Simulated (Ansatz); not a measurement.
Level of theory: DFT PBE, scalar-relativistic, plane waves, PAW in Ansatz. Settings: cutoff 420 eV, Γ-centred meshes spaced at most about 0.3 Å⁻¹, and about 0.25 Å⁻¹ or finer for metals (2π included), Gaussian smearing. No spin polarisation in the final relaxations.

These are static total energies at zero pressure.

Two relaxed structures of Sn2F:

1.

Space group P6_3/mmc (No. 194). a = 3.275 Å, b = 3.275 Å, c = 14.070 Å, α = 90.00°, β = 90.00°, γ = 120.00°
```
atom  site  symmetry       x       y       z
  Sn    4f       3m.  0.6667  0.3333  0.8928
   F    2b      -6m2  0.0000  0.0000  0.7500
```

2.

Space group P6/mmm (No. 191). a = 4.933 Å, b = 4.933 Å, c = 3.150 Å, α = 90.00°, β = 90.00°, γ = 120.00°
| atom | site | symmetry | x | y | z |
| --- | --- | --- | --- | --- | --- |
| Sn | 2d | -6m2 | 0.6667 | 0.3333 | 0.5000 |
| F | 1a | 6/mmm | 0.0000 | 0.0000 | 0.0000 |

Problem. Which is lower in energy, and by how much?

Solution. Cell 1 is lower, by 199 meV/atom. Cell 1 has space group P6_3/mmc (No. 194), 21.8 Å³/atom and no gap on its mesh; cell 2 has space group P6/mmm (No. 191), 22.1 Å³/atom and no gap. Counting F atoms around Sn (those within 1.25 times the shortest such distance or 1.15 times the sum of covalent radii, 1.27 where that leaves under three; the shortest distance is added where it exceeds 1.18 times the sum of covalent radii), cell 1 has Sn 3 from 2.8 Å and cell 2 has Sn 6 from 3.3 Å. Both come from invented guesses.

No dispersion correction is applied, so the spacing and binding between layers, chains or molecules are poorly described (P6_3/mmc), and this can change margins and order among such cells. In P6/mmm an odd number of electrons in the primitive cell allows no gap without spin; a larger cell or a magnetic state could open one. Cells relaxed within their symmetry can be saddle points.
